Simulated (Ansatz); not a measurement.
Cu Kα1 powder pattern (kinematic, no thermal factors).
```json
{"2θ (°)": "18.47", "relative intensity": "24"}
{"2θ (°)": "29.62", "relative intensity": "20"}
{"2θ (°)": "37.45", "relative intensity": "1"}
{"2θ (°)": "39.98", "relative intensity": "100"}
{"2θ (°)": "40.14", "relative intensity": "50"}
{"2θ (°)": "44.52", "relative intensity": "11"}
{"2θ (°)": "55.93", "relative intensity": "9"}
{"2θ (°)": "56.06", "relative intensity": "2"}
{"2θ (°)": "57.57", "relative intensity": "8"}
{"2θ (°)": "58.07", "relative intensity": "17"}
{"2θ (°)": "61.48", "relative intensity": "5"}
{"2θ (°)": "66.53", "relative intensity": "5"}
{"2θ (°)": "71.16", "relative intensity": "1"}
{"2θ (°)": "72.50", "relative intensity": "17"}
{"2θ (°)": "72.83", "relative intensity": "35"}
{"2θ (°)": "79.88", "relative intensity": "1"}
{"2θ (°)": "84.88", "relative intensity": "6"}
{"2θ (°)": "86.26", "relative intensity": "11"}
{"2θ (°)": "86.68", "relative intensity": "6"}
{"2θ (°)": "89.64", "relative intensity": "2"}
```

The pattern is computed from a structure relaxed with Ansatz, DFT PBE, scalar-relativistic, plane waves, PAW. No spin polarisation. Its elements are Ti, W.

Give the structure.

TiW$_{2}$.
Space group I4/mmm (No. 139). a = 3.174 Å, b = 3.174 Å, c = 9.599 Å, α = 90.00°, β = 90.00°, γ = 90.00°
```tsv
atom	site	symmetry	x	y	z
Ti	2b	4/mmm	0.5000	0.5000	0.0000
W	4e	4mm	0.5000	0.5000	0.3276
```

A pattern alone doesn't exclude other cells with like lines; this is the one computed.

The structure comes from a generated guess; another structure or a mixture of phases may lie lower.
